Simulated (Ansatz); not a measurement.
SiMo2C:
```yaml
crystal:
  lattice:
    - [3.10607, 0.00000, 0.00000]
    - [-1.55304, 2.68994, 0.00000]
    - [0.00000, 0.00000, 12.26098]
  atoms:
    - { symbol: Si, position: [0.66667, 0.33333, 0.25000] }
    - { symbol: Si, position: [0.33333, 0.66667, 0.75000] }
    - { symbol: Mo, position: [0.66667, 0.33333, 0.90652] }
    - { symbol: Mo, position: [0.33333, 0.66667, 0.09348] }
    - { symbol: Mo, position: [0.33333, 0.66667, 0.40652] }
    - { symbol: Mo, position: [0.66667, 0.33333, 0.59348] }
    - { symbol: C, position: [0.00000, 0.00000, 0.00000] }
    - { symbol: C, position: [0.00000, 0.00000, 0.50000] }
```

Relaxed with r²SCAN. Special points in fractions of this cell's reciprocal vectors: Γ (0.000, 0.000, 0.000); M (0.500, 0.000, 0.000); K (0.333, 0.333, 0.000); A (0.000, 0.000, 0.500); L (0.500, 0.000, 0.500); H (0.333, 0.333, 0.500).

List the band energies nearest the Fermi level at these points for the program Ansatz at the r²SCAN level (PAW).

In eV from the Fermi level; about four levels below and three above (degenerate sets whole), none deeper than 8.9 eV; points with the same levels are listed once.

| k | below | above |
|---|---|---|
| Γ | -1.16 -1.16 -0.73 -0.73 | 0.41 0.41 0.77 0.77 |
| M | -4.53 -3.56 -3.36 -1.14 | 0.19 0.38 0.45 |
| K | -2.87 -1.43 -0.55 -0.55 | 0.32 0.32 0.96 |
| A | -0.97 -0.97 -0.97 -0.97 | 0.60 0.60 0.60 0.60 |
| L | -3.45 -3.45 -0.70 -0.70 | 0.67 0.67 0.93 0.93 |
| H | -2.20 -2.20 -0.65 -0.65 | 0.71 0.71 0.90 0.90 |

Space group P6_3/mmc. The start of the workflow was typed in or built on a structure type; neither database checked (COD, Materials Project) lists it. Its standing as an ambient phase is unchecked. The r²SCAN relaxation kept the symmetry of its start; whether a distortion lowers the energy is not shown. No spin polarisation was allowed. Scalar-relativistic: spin–orbit coupling is off unless named, which matters more the heavier the elements.

Potentials: the later of the program's two PAW sets.
